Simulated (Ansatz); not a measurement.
BP:
```xyz
4
Lattice="3.1982 0.0000 0.0000 -1.5991 2.7697 0.0000 0.0000 0.0000 7.9668" Properties=species:S:1:pos:R:3 pbc="T T T"
B      0.0000     1.8465     1.9917
P      1.5991     0.9232     1.9917
P      0.0000     1.8465     5.9751
B      1.5991     0.9232     5.9751
```

Relaxed with r²SCAN+D4. Special points in fractions of this cell's reciprocal vectors: Γ (0.000, 0.000, 0.000); M (0.500, 0.000, 0.000); K (0.333, 0.333, 0.000); A (0.000, 0.000, 0.500); L (0.500, 0.000, 0.500); H (0.333, 0.333, 0.500).

Q: List the band energies nearest the valence-band maximum at these points for plane-wave PAW r²SCAN+D4 (Ansatz code).

A: In eV from the valence-band maximum; about four levels below and three above (degenerate sets whole), none deeper than 8.9 eV; points with the same levels are listed once.

```tsv
k	below	above
Γ	-1.81 -1.81 -1.76 -1.76	3.69 4.87 4.87
M	-3.95 -3.87 -1.82 -0.49	0.87 2.44 2.97
K	-6.74 -6.59 -0.37 -0.37	1.38 1.38 5.45
A	-1.78 -1.78 -1.78 -1.78	4.93 4.93 4.93 4.93
L	-3.91 -3.91 -1.19 -1.19	1.51 1.51 3.11 3.11
H	-6.67 -6.67 -0.08 -0.08	0.94 0.94 6.40 6.40
```

Space group P6_3/mmc. The start of the workflow was typed in or built on a structure type; neither database checked (COD, Materials Project) lists it. It is not the phase usual at ambient conditions (space group No. 216). Symmetry was held in the r²SCAN+D4 relaxation; its stability against distortions is not shown here.

Potentials: the earlier of the program's two PAW sets.
